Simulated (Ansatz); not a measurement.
Bi (diamond, Fd-3m) at seven volumes, PBEsol (plane waves, PAW; program Ansatz), scaled uniformly. One row is withheld.

```tsv
V (Å³/atom)	P (GPa)
41.844	?
43.223	2.31
44.603	1.06
45.982	0.00
47.361	-0.90
48.741	-1.66
50.120	-2.31
```

Problem. Fit the shown pressures and predict the withheld one.

Solution. P = (3/2)B₀(x^(7/2) − x^(5/2))[1 + (3/4)(B′ − 4)(x − 1)] with x = (V₀/V)^(2/3). Least squares on the six rows gives V₀ = 45.982 Å³/atom, B₀ = 32.5 GPa, B′ = 4.48. At V = 41.844, x = 1.0649 and P = 3.79 GPa. The run itself gave 3.79 GPa.

The start of the workflow was typed in or built on a structure type; neither database checked (COD, Materials Project) lists it. It is not the phase usual at ambient conditions (space group No. 166). The PBEsol relaxation kept the symmetry of its start. At this level the phase is mechanically unstable. Spin–orbit coupling is left out wherever it is not named.

Potentials: the later of the program's two PAW sets.
